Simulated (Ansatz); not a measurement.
PbO2 (rutile), relaxed with r²SCAN (Ansatz, a quantum-chemistry and plane-wave program, plane waves, PAW): a = b = 4.986 Å, c = 3.403 Å, α = β = γ = 90.00°.

| Item | Value |
|---|---|
| gap (eV) | none |
| B₀ by P(V) fit (GPa) | 133 |

**Question.** The same phase is relaxed and computed with HSE06 in the same code. What are the cell and these values now?

**Answer.** a = b = 4.9758 Å, c = 3.3593 Å, α = β = γ = 90.00°.

* **gap (eV)**: 0.28
* **B₀ by P(V) fit (GPa)**: 142

All cells were relaxed under the symmetry of their starts (and spin orders); stability against distortions was not tested throughout. Spin–orbit coupling is left out wherever it is not named.

Potentials: the later of the program's two PAW sets.

Ansatz is a plane-wave DFT program.
